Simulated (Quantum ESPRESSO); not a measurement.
# Band energies of CdBr$_{2}$

```
CdBr2
1.0
    3.99713     0.00000     0.00000
   -1.99857     3.46162     0.00000
    0.00000     0.00000    12.57525
Br Cd
4 2
Direct
  0.00000   0.00000   0.74963
  0.00000   0.00000   0.24963
  0.33333   0.66667   0.00033
  0.66667   0.33333   0.50033
  0.66667   0.33333   0.87502
  0.33333   0.66667   0.37502
```

PBEsol (Quantum ESPRESSO, PseudoDojo norm-conserving, 102 Ry, scalar-relativistic); path ΓMKΓALHA,LM,KH; energies in eV from the valence-band maximum.

```csv
k (1/Å),point,band 30,band 31,band 32,band 33,band 34,band 35,band 36,band 37
0.00,Γ,-0.14,-0.14,-0.14,0.00,0.00,2.68,3.98,5.20
0.45,,-0.87,-0.86,-0.25,-0.05,-0.02,3.95,4.19,5.88
0.91,M,-1.29,-0.49,-0.35,-0.13,-0.06,3.46,3.79,5.76
1.17,,-1.56,-0.59,-0.57,-0.24,-0.22,3.92,4.11,6.42
1.43,K,-1.82,-0.89,-0.52,-0.52,-0.13,4.29,4.29,6.83
1.61,,-1.48,-0.95,-0.47,-0.39,-0.18,4.19,4.31,6.85
2.13,,-0.63,-0.41,-0.24,-0.23,-0.03,3.81,4.19,6.37
2.48,Γ,-0.14,-0.14,-0.14,0.00,0.00,2.68,3.98,5.20
2.48,A,-0.49,-0.06,-0.06,-0.06,-0.06,3.34,3.34,5.26
2.84,,-0.84,-0.34,-0.34,-0.10,-0.10,4.00,4.00,6.20
3.21,,-1.32,-0.35,-0.35,-0.18,-0.18,3.79,3.79,5.99
3.39,L,-1.40,-0.38,-0.38,-0.19,-0.19,3.69,3.69,5.93
3.74,,-1.65,-0.62,-0.62,-0.30,-0.30,4.16,4.16,6.89
3.91,H,-1.97,-0.47,-0.47,-0.47,-0.47,4.25,4.25,7.24
4.04,,-1.77,-0.63,-0.63,-0.31,-0.31,4.24,4.24,7.07
4.43,,-0.89,-0.65,-0.65,-0.10,-0.10,4.21,4.21,6.68
4.70,,-0.52,-0.38,-0.38,-0.10,-0.10,3.81,3.81,5.97
4.96,A,-0.49,-0.06,-0.06,-0.06,-0.06,3.34,3.34,5.26
4.96,L,-1.40,-0.38,-0.38,-0.19,-0.19,3.69,3.69,5.93
5.21,M,-1.29,-0.49,-0.35,-0.13,-0.06,3.46,3.79,5.76
5.21,K,-1.82,-0.89,-0.52,-0.52,-0.13,4.29,4.29,6.83
5.46,H,-1.97,-0.47,-0.47,-0.47,-0.47,4.25,4.25,7.24
```

The PBEsol gap is direct, 2.68 eV at Γ.

Spin-orbit splittings are left out.

Geometry relaxed with PBE+D3(BJ).
